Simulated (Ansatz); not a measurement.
input.yaml (Ansatz)

```yaml
crystal:
  lattice:
    - [-1.0995940071, 1.0995940071, 1.0995940071]
    - [1.0995940071, -1.0995940071, 1.0995940071]
    - [1.0995940071, 1.0995940071, -1.0995940071]
  atoms:
    - { symbol: B, position: [0.0, 0.0, 0.0] }
hamiltonian:
  xc: r2scan
  pseudopotentials:
    kind: paw
    azcp:
      B: "pseudopotentials/B.paw.azcp"
basis:
  ecutwfc: 500
  fft_grid_basis: typed
kpoints:
  mp_grid: { grid: [21, 21, 21], shift: [0, 0, 0] }
magnetization:
  spin_polarized: false
scf:
  occupations: { method: fermi_dirac, width: 0.1 }
  lower_state_search: "off"
output:
  stress: true
```

Terminal output

```
Engine: ansatz 0.2.0, x86_64-unknown-linux-gnu
Pseudopotentials: kind: paw
Pseudopotential: B, paw, valence charge 3, recommended cutoff 500 eV (meta_gga) 
Functional definition: r2SCAN
  parameter k0 = 0.174
  parameter k1 = 0.065
  parameter a1 = 4.9479
  exchange = r2scan_x(k0 = k0, k1 = k1, a1 = a1)
  correlation = r2scan_c
Crystal: 1 atoms, lattice volume = 5.318 Å³
Basis set: ecut = 500 eV, 141 PW (Γ), exchange–correlation on 60×60×60 points (64 copies of the dense FFT grid, shifted against one another)
Bands: 6, of which v1, the nominal top of the filled ones, is band 2 counted from 1 (1 counted from 0)
Symmetry: 48 space group operations
Space group: Im-3m (ITA 229), of the structure as read, at distance tolerance 1.7e-5 Å
k-points: 286 of 9261
Non-local potential: B, projectors of the file, l = 0: 2, l = 1: 2, l = 2: 1
PAW form: soft (Blöchl's): semilocal exchange-correlation on the pseudo side does not see the compensation charge
PAW frozen core: B, regenerated for the run's functional (the file was generated under x = pbe(κ = 0.804, μ = 0.2195149727645171), c = pbe(β = 0.06672455060314922))
PAW one-centre angular grid: B, 302 points (default); XC on 160 Gauss nodes
Initial density: superposition of atomic densities (neutral atoms: chi_scale 0, normalization atom), corrected by the library's trained network
Initial wavefunctions: pseudopotential atomic-orbital guess
Functional: x = r2scan, c = r2scan; τ floored in thin density (d = 2e-4 eV/Å³)
SCF iter   1: F=-154.637841 eV  HF=-154.626358 eV  |F-HF|=1.15e-2  |Δ(HF+E_count)|=         —  Δρ=9.54e-3  dr2=2.55e-3  dr2_τ=1.09e-1  ethr=1.77e-3  ⟨swp⟩=4.9  Hψ=13652  notcnv=0
SCF iter   2: F=-154.639309 eV  HF=-154.639425 eV  |F-HF|=1.15e-4  |Δ(HF+E_count)|=   1.31e-2  Δρ=7.61e-3  dr2=1.64e-3  dr2_τ=1.93e-5  ethr=8.48e-5  ⟨swp⟩=2.3  Hψ=5549  notcnv=0  defer=104
SCF iter   3: F=-154.639328 eV  HF=-154.639341 eV  |F-HF|=1.34e-5  |Δ(HF+E_count)|=   8.34e-5  Δρ=2.38e-3  dr2=1.63e-4  dr2_τ=1.76e-5  ethr=5.47e-5  ⟨swp⟩=1.0  Hψ=1640  notcnv=0  defer=104
SCF iter   4: F=-154.639331 eV  HF=-154.639335 eV  |F-HF|=4.37e-6  |Δ(HF+E_count)|=   5.84e-6  Δρ=1.25e-3  dr2=4.55e-5  dr2_τ=2.07e-7  ethr=5.43e-6  ⟨swp⟩=1.0  Hψ=1620  notcnv=0  defer=104
SCF iter   5: F=-154.639331 eV  HF=-154.639331 eV  |F-HF|=3.46e-8  |Δ(HF+E_count)|=   3.89e-6  Δρ=1.57e-4  dr2=7.07e-7  dr2_τ=6.46e-9  ethr=1.52e-6  ⟨swp⟩=1.0  Hψ=1620  notcnv=0  defer=104
SCF iter   6: F=-154.639331 eV  HF=-154.639331 eV  |F-HF|=1.39e-9  |Δ(HF+E_count)|=   5.33e-9  Δρ=1.50e-5  dr2=5.70e-9  dr2_τ=4.50e-11  ethr=3.33e-9  ⟨swp⟩=4.0  Hψ=3713  notcnv=0
SCF 1 converged in 6 iterations: F = -154.639331 eV  dr2 = 5.70e-9
SCF converged after 6 iterations
Free energy (F): -154.639331 eV
Harris-Foulkes:  -154.639331 eV  (|F-HF|=1.39e-9)
Internal energy: -154.633221 eV  (E = F + TS)
E sigma→0 (E₀):  -154.636276 eV
Entropy (-TS):   -0.006110 eV (-6.110 meV/atom)
Fermi energy:    16.291710 eV
--- Per-component energies (eV) ---
  E_band       = 21.440014
  E_kinetic    = 51.095518
  E_local      = 2.357688  (includes V_loc(G=0)·N_el)
  E_nonlocal   = 11.354260
  E_hartree    = 0.095628
  E_xc         = -32.400326
  E_vxc        = -43.118665  (∫ρ·V_xc dr)
  E_paw        = -79.888641  (= ΣΔE_a)
  E_vpaw       = -2.656171  (= ΣTr[D̂ρ^β])
  E_aug_tail   = -0.000001  (compensation charges beyond the density's cutoff)
  E_vtau       = 2.216112  (kinetic-family band-sum trace: ∫τ·v_τ [+ j·A + Jᵃ·Aᵃ] dr)
  E_ewald      = -107.228905
  E_core_change = -0.018442  (= ΣΔE_core)
  E_smearing   = -0.006110  (= −TS)
  E_closure    = 0.000000  (closes the sum)
  Σ components = -154.639331   (vs F -154.639331, Δ=0.00e0)
--- Stress (GPa, compression-positive) ---
       39.898894      -0.000000       0.000000
       -0.000000      39.898894       0.000000
        0.000000       0.000000      39.898894
  P = ⅓ Tr σ = 39.8989 GPa (398.989 kbar)
```

Command:

```sh
ansatz run input.yaml --threads 1 --pin off --max-ram 3584MiB --backend cpu --events-out ev --progress --plain --runs-dir out
```

On 1 thread of Intel(R) Xeon(R) Platinum 8259CL CPU @ 2.50GHz (Skylake/Cascade Lake) (shared host) this took about 3.2 s of wall time and 3.2 s of CPU time.
